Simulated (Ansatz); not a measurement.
NbSiO:
```
CELL_PARAMETERS angstrom
      3.26700     0.00000     0.00000
      0.00000     3.26700     0.00000
      0.00000     0.00000     6.89352
ATOMIC_POSITIONS crystal
  Nb 0.00000 0.50000 0.70105
  Nb 0.50000 0.00000 0.29895
  Si 0.00000 0.00000 0.00000
  Si 0.50000 0.50000 0.00000
  O  0.50000 0.00000 0.60967
  O  0.00000 0.50000 0.39033
```

Relaxed with r²SCAN. Special points in fractions of this cell's reciprocal vectors: Γ (0.000, 0.000, 0.000); X (0.000, 0.500, 0.000); M (0.500, 0.500, 0.000); Z (0.000, 0.000, 0.500); R (0.000, 0.500, 0.500); A (0.500, 0.500, 0.500).

Question: List the band energies nearest the Fermi level at these points for the program Ansatz at the r²SCAN with spin–orbit coupling level (PAW).

Answer: In eV from the Fermi level; about four levels below and three above (degenerate sets whole), none deeper than 8.9 eV; points with the same levels are listed once.

```json
[
 {"k": "Γ", "below": "-0.13 -0.13 -0.06 -0.06", "above": "0.77 0.77 1.06 1.06"},
 {"k": "X", "below": "-0.69 -0.69 -0.69 -0.69", "above": "2.38 2.38 2.38 2.38"},
 {"k": "M", "below": "-3.39 -3.39 -3.39 -3.39", "above": "1.32 1.32 1.32 1.32"},
 {"k": "Z", "below": "-3.56 -3.56 -3.56 -3.56", "above": "0.05 0.05 0.07 0.07"},
 {"k": "R", "below": "-0.31 -0.31 -0.31 -0.31", "above": "1.44 1.44 1.44 1.44"},
 {"k": "A", "below": "-3.44 -3.44 -3.44 -3.44", "above": "0.10 0.10 0.10 0.10"}
]
```

Space group P4/nmm. The start of the workflow was typed in or built on a structure type; neither database checked (COD, Materials Project) lists it. Its standing as an ambient phase is unchecked. The cell was relaxed with r²SCAN under the symmetry of its start; whether a distortion lowers the energy is not shown. The workflow began spin-polarised and lost its moments.

Potentials: the later of the program's two PAW sets.
